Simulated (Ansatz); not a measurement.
Total density of states per atom from PBEsol (plane waves, PAW; program Ansatz), in 0.25 eV bins, energy from the Fermi level:

```
E (eV) | states/eV/atom
    -7.85 | ##### 0.39
    -7.60 | ###### 0.41
    -7.35 | ##### 0.39
    -7.10 | ##### 0.37
    -6.85 | #### 0.33
    -6.60 | #### 0.31
    -6.35 | ### 0.25
    -6.10 | ### 0.23
    -5.85 | ### 0.20
    -5.60 | ## 0.18
    -5.35 | ## 0.16
    -5.10 | ### 0.19
    -4.85 | ### 0.25
    -4.60 | ##### 0.35
    -4.35 | ##### 0.34
    -4.10 | ###### 0.44
    -3.85 | ######## 0.61
    -3.60 | ############## 1.06
    -3.35 | ################## 1.36
    -3.10 | ############ 0.89
    -2.85 | ########## 0.71
    -2.60 | ######## 0.60
    -2.35 | ########################## 1.92
    -2.10 | ############################## 2.22
    -1.85 | ################# 1.23
    -1.60 | ########### 0.84
    -1.35 | ########## 0.74
    -1.10 | ########## 0.72
    -0.85 | ###### 0.48
    -0.60 | ##### 0.36
    -0.35 | ####### 0.51
    -0.10 | ######## 0.56
     0.15 | ##### 0.40
     0.40 | #### 0.31
     0.65 | ####### 0.53
     0.90 | ####### 0.52
     1.15 | ##### 0.35
     1.40 | ####### 0.50
     1.65 | ######## 0.58
     1.90 | ####### 0.49
     2.15 | ##### 0.40
     2.40 | ####### 0.54
     2.65 | ######### 0.67
     2.90 | ######## 0.56
     3.15 | ######## 0.62
     3.40 | ####### 0.50
     3.65 | ######## 0.58
     3.90 | ####### 0.55
     4.15 | ######## 0.61
     4.40 | ######## 0.61
     4.65 | ########## 0.71
     4.90 | ######### 0.70
```

**Question.** Which compound is it?
(A) Sn3Pd, Cu3Au type
(B) Au, hcp (Mg type)
(C) GaFe3, Cu3Au type
(D) Nb, fcc (Cu type)

**Answer.** A, Sn3Pd, Cu3Au type. Within 0.5 eV of the Fermi level: Sn 5p 58 %, Sn 5s 18 %, Pd 4d 16 %, outside the projected shells 8 %. Projections are on Löwdin-orthogonalised atomic valence shells; empty p or d shells of many metals are not among them.

Space group Pm-3m (Cu3Au type). The workflow started from an entry of the Crystallography Open Database (COD), which files this formula under 2 space groups. Whether it is the stable phase at ambient conditions was not checked. Symmetry was held in the PBEsol relaxation. At this level the phase is dynamically unstable (imaginary phonons). The run is not spin-polarised. The volume moved by 42 % from the start of the relaxation. Scalar-relativistic: spin–orbit coupling is off unless named, which matters more the heavier the elements.

Potentials: the later of the program's two PAW sets.
